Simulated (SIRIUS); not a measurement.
Set-up for a self-consistent single point of SiO2 (I-42d, 12 atoms in the cell; from Materials Project mp-546794, changed as shown).

```
SiO2
1.0
    4.89579     0.00000     0.00000
    0.00000     4.89579     0.00000
    0.00000     0.00000     7.22458
Si O
4 8
Direct
  0.00000   0.00000   0.00000
  0.00000   0.50000   0.25000
  0.50000   0.50000   0.50000
  0.50000   0.00000   0.75000
  0.09679   0.25000   0.12500
  0.75000   0.40321   0.37500
  0.90321   0.75000   0.12500
  0.25000   0.59679   0.37500
  0.59679   0.75000   0.62500
  0.25000   0.90321   0.87500
  0.40321   0.25000   0.62500
  0.75000   0.09679   0.87500
```

Level of theory: LDA (PW92), PseudoDojo 0.4 standard norm-conserving LDA (tails mended) pseudopotentials (plane waves; SIRIUS).

SIRIUS settings:

```
setting                                                                                                       value
--------------------------------------  ---------------------------------------------------------------------------
parameters.ngridk                                                                                             6 6 4
parameters.xc_functionals                                                                   [XC_LDA_X, XC_LDA_C_PW]
parameters.gk_cutoff                                                                                   9.165 1/bohr
parameters.pw_cutoff                                                                                  18.331 1/bohr
parameters.smearing                                                                                        gaussian
parameters.smearing_width                                                                                 0.0001 Ha
potentials                              PseudoDojo 0.4 standard norm-conserving LDA (tails mended) pseudopotentials
parameters.electronic_structure_method                                                              pseudopotential
parameters.num_bands                                                                                             38
parameters.num_mag_dims                                                                                           0
parameters.num_dft_iter                                                                                         100
parameters.energy_tol                                                                                      1e-07 Ha
parameters.density_tol                                                                                        1e-06
mixer.type                                                                                                 anderson
mixer.beta                                                                                                      0.5
mixer.use_hartree                                                                                             false
```

Results:

- Number of valence electrons: 64
- Number of bands: 38
- Number of k-points after the program's reduction: 30
- Number of plane waves (most at a k-point): 15240
- Number of SCF iterations: 19
- FFT grid: 60 × 60 × 90
- Free energy E − TS: -4074.7460 eV
- Gap on the k-point mesh: 5.92 eV
- Pressure: 3.07 GPa
- Largest force (vector length): 0.201 eV/Å

Forces (eV/Å):
```json
[
 {"atom": "Si1", "Fx": "0.000", "Fy": "0.000", "Fz": "0.000"},
 {"atom": "Si2", "Fx": "0.000", "Fy": "0.000", "Fz": "0.000"},
 {"atom": "Si3", "Fx": "0.000", "Fy": "0.000", "Fz": "0.000"},
 {"atom": "Si4", "Fx": "0.000", "Fy": "0.000", "Fz": "0.000"},
 {"atom": "O5", "Fx": "0.201", "Fy": "0.000", "Fz": "0.000"},
 {"atom": "O6", "Fx": "0.000", "Fy": "-0.201", "Fz": "0.000"},
 {"atom": "O7", "Fx": "-0.201", "Fy": "0.000", "Fz": "0.000"},
 {"atom": "O8", "Fx": "0.000", "Fy": "0.201", "Fz": "0.000"},
 {"atom": "O9", "Fx": "0.201", "Fy": "0.000", "Fz": "0.000"},
 {"atom": "O10", "Fx": "0.000", "Fy": "-0.201", "Fz": "0.000"},
 {"atom": "O11", "Fx": "-0.201", "Fy": "0.000", "Fz": "0.000"},
 {"atom": "O12", "Fx": "0.000", "Fy": "0.201", "Fz": "0.000"}
]
```

Stress (GPa, positive for compression):
```
3.07  0.00  0.00
0.00  3.07  0.00
0.00  0.00  3.05
```

The gap is read on the k-point mesh of the run and can differ from the gap over the whole zone at this level.

For comparison: a first run was changed to give this one (lattice scaled by 0.98), and from it to this one the free energy goes down by 11.0 meV/atom, the pressure goes from -6.56 to 3.07 GPa, the largest force goes from 0.448 to 0.201 eV/Å and the gap on the mesh goes from 5.611 to 5.920 eV.

The structure comes from a collection of computed structures, made at another level of theory; the collection holds predicted forms beside known ones. Its lattice was then scaled.

Cost on one core: about 4 core-minutes (a rough figure).

“Tails mended”: in these copies of the files the far tail of each local potential was reset to the Coulomb form.
